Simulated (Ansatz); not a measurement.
Consider the following.

GaP:
```cif
data_Ga4P4
_chemical_formula_sum 'Ga4 P4'
_space_group_name_H-M_alt 'Fm-3m'
_space_group_IT_number 225
_space_group_name_Hall '-F 4 2 3'
_cell_length_a 5.15739
_cell_length_b 5.15739
_cell_length_c 5.15739
_cell_angle_alpha 90.000
_cell_angle_beta 90.000
_cell_angle_gamma 90.000
loop_
_atom_site_label
_atom_site_type_symbol
_atom_site_symmetry_multiplicity
_atom_site_Wyckoff_symbol
_atom_site_fract_x
_atom_site_fract_y
_atom_site_fract_z
_atom_site_occupancy
Ga1 Ga 4 a 0.00000 0.00000 0.00000 1
P1 P 4 b 0.50000 0.50000 0.50000 1
```
(The calculation used a cell of 2 atoms; values per cell refer to that cell.)

This is the PBE-relaxed structure.

Problem. All from the program Ansatz at the PBE level (PAW), unless another level is named. Give the electronic character.

Solution. metallic (no gap).

Problem. Next, the density of states at the Fermi level?

Solution. 0.57 states/eV per atom (mean over ±0.08 eV).

Problem. What about the formation energy from the elements (no fitted shifts)?

Solution. -0.025 eV/atom.

Problem. Next, the gap with spin–orbit coupling?

Solution. none (metallic).

The start of the workflow was typed in or built on a structure type; neither database checked (COD, Materials Project) lists it. It is not the phase usual at ambient conditions (space group No. 216). The PBE relaxation kept the symmetry of its start; whether a distortion lowers the energy is not shown. The references are the lowest solids computed at this level, not always the standard phases. Scalar-relativistic: spin–orbit coupling is off unless named, which matters more the heavier the elements.

Potentials: the later of the program's two PAW sets.
